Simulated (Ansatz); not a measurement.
SiGe:
```cif
data_Ge2Si2
_chemical_formula_sum 'Si2 Ge2'
_space_group_name_H-M_alt 'Pmma'
_space_group_IT_number 51
_space_group_name_Hall '-P 2a 2a'
_cell_length_a 3.92333
_cell_length_b 3.92812
_cell_length_c 5.54304
_cell_angle_alpha 90.000
_cell_angle_beta 90.000
_cell_angle_gamma 90.000
loop_
_atom_site_label
_atom_site_type_symbol
_atom_site_symmetry_multiplicity
_atom_site_Wyckoff_symbol
_atom_site_fract_x
_atom_site_fract_y
_atom_site_fract_z
_atom_site_occupancy
Si1 Si 2 e 0.25000 0.00000 0.12002 1
Ge1 Ge 2 f 0.25000 0.50000 0.36941 1
```

Relaxed at zero pressure with r²SCAN in the plane-wave PAW code Ansatz.

The volume is raised by 9 % and shape and atoms relax at that volume. What pressure results, and how do the axes share the change?

-6.0 GPa; a 2.9 %, b 2.8 %, c 3.0 %; the energy rises by 39 meV/atom.

Give the new structure.


Space group Pmma (No. 51); a = 4.038 Å, b = 4.040 Å, c = 5.708 Å, α = β = γ = 90.00°

```
atom  site  symmetry       x       y       z
----  ----  --------  ------  ------  ------
Si      2e       mm2  0.2500  0.0000  0.1198
Ge      2f       mm2  0.2500  0.5000  0.3695
```

The phase is kept; no other phase was compared at this pressure.

The start of the workflow was typed in or built on a structure type; neither database checked (COD, Materials Project) lists it. Whether it is the stable phase at ambient conditions was not checked. The r²SCAN relaxation kept the symmetry of its start; its stability against distortions is not shown here.

Potentials: the later of the program's two PAW sets.
